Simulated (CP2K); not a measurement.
# Equation of state of GaSb3 under PBE

```cif
data_structure
_symmetry_space_group_name_H-M 'Fm-3m'
_symmetry_Int_Tables_number 225
_cell_length_a 7.4612
_cell_length_b 7.4612
_cell_length_c 7.4612
_cell_angle_alpha 90.000
_cell_angle_beta 90.000
_cell_angle_gamma 90.000
_cell_volume 415.36
loop_
_atom_site_label
_atom_site_type_symbol
_atom_site_symmetry_multiplicity
_atom_site_Wyckoff_symbol
_atom_site_fract_x
_atom_site_fract_y
_atom_site_fract_z
_atom_site_occupancy
Sb1 Sb 4 b 0.50000 0.00000 0.00000 1
Sb2 Sb 8 c 0.25000 0.25000 0.25000 1
Ga1 Ga 4 a 0.00000 0.00000 0.00000 1
```

The cell comes from a database or a generator and needn't be the stable form of this composition.

The cell was scaled at fixed shape and fractions and run with CP2K, POTENTIAL_UZH Sb GTH-PBE-q5, Ga GTH-PBE-q13; TZVP-MOLOPT-PBE-GTH basis; PBE, k mesh 6 × 6 × 6 on the cell of 4 atoms, fermi-dirac occupations of 0.05 eV, no spin polarisation, no spin-orbit coupling. Energies are those that the program minimises, any entropy of the smearing included. For a metal such a mesh isn't converged to the digits shown.

```csv
V (Å³/atom),energy over the lowest row (meV/atom)
24.4024,21.821
24.9216,10.711
25.4408,?
25.9600,0.219
26.4792,0.000
26.9984,2.730
27.5176,8.171
```

Problem. Fit the third-order Birch-Murnaghan form, give V0, B0 and B′, and predict the energy left open.

Solution. With y = (V0/V)^(2/3), E = E0 + (9 V0 B0/16) [(y - 1)³ B′ + (y - 1)² (6 - 4y)]. Least squares through the rows shown give V0 = 26.2502 Å³/atom, E0 = -0.294 meV, B0 = 48.03 GPa (1 eV/Å³ = 160.218 GPa) and B′ = 4.17, with a largest miss of 0.023 meV. At V = 25.4408 the form with these constants gives 3.654 meV; the run gave 3.674 meV an atom.
